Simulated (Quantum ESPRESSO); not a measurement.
# Planted mistakes on one cell of AsSiF3O3

The results below are calculated, not measured. They come from pw.x of Quantum ESPRESSO 7.5, a plane-wave density functional program, with PseudoDojo standard norm-conserving files (v0.5 for PBE, v0.4.1 for LDA and PBEsol). The cells are made up: elements, strain and atom displacements were drawn at random, and nothing was relaxed. There is no spin polarisation, spin-orbit coupling or dispersion term.

The cell has 9 sites of a quartz lattice. Sites 1 to 3 hold As empty Si; sites 4 to 9 hold F O F F O O. Cell vectors in Å: (5.074, -0.062, -0.070); (-2.591, 4.503, 0.026); (-0.077, -0.011, 5.480). Settings: PBE, cutoff 1143 eV, 5 x 5 x 4 k mesh shifted by half a step, Fermi-Dirac smearing of 0.025 eV.

The intended run has a self-consistency threshold of 1e-07 eV, a smearing term of 0.000 eV, a pressure of 17.49 GPa and 14 iterations. Each further run changes one thing: all lengths scaled by 1.0143; atoms of sites 6 and 8 exchanged; cutoff 654 eV; files of LDA; k mesh 2 x 2 x 2; one electron added; smearing 0.56 eV; threshold 0.7 eV. A coarse mesh keeps the shift, and a charged cell sits in a uniform background.

```
run  change of free energy (eV)  smearing term -TS (eV)  change of P (GPa)  largest change of a force component (eV/Å)  iterations
  A                      -0.486                   0.000              -5.97                                       1.445          14
  B                       4.787                  -0.003              20.35                                       3.195          12
  C                      27.279                   0.000            -176.62                                       0.755          13
  D                      -0.390                  -0.987               2.36                                       1.446          13
  E                       0.023                   0.000              -1.17                                       0.495           6
  F                      10.378                   0.000              -6.45                                       0.900          14
  G                       0.006                   0.000              -0.02                                       0.040          14
  H                      -0.293                   0.000               1.41                                       4.228          12
```

A rerun of the intended cell at 1437 eV and k mesh 7 x 7 x 6 moved values by no more than 0.004 eV in the cell's energy, 0.02 GPa in stress and 0.003 eV/Å in force.

Question: which change belongs to which run?

## Worked reading

Run E has the fewest iterations, as a run stopped early does. Run D has the largest smearing term, as wide smearing gives. Run C has a higher energy and the largest fall in pressure, as too small a basis gives. Run A changes the volume by a factor of 1.0435; minus its pressure change over the logarithm of that factor, 140 GPa, is a rough bulk modulus with clamped atoms. Energies from files of another functional, or of a charged cell, have another zero and say nothing on stability; the pressure of a charged cell rests on the program's zero of potential too.

## Key

```
run,change
A,all lengths scaled by 1.0143
B,one electron added
C,cutoff 654 eV
D,smearing 0.56 eV
E,threshold 0.7 eV
F,files of LDA
G,k mesh 2 x 2 x 2
H,atoms of sites 6 and 8 exchanged
```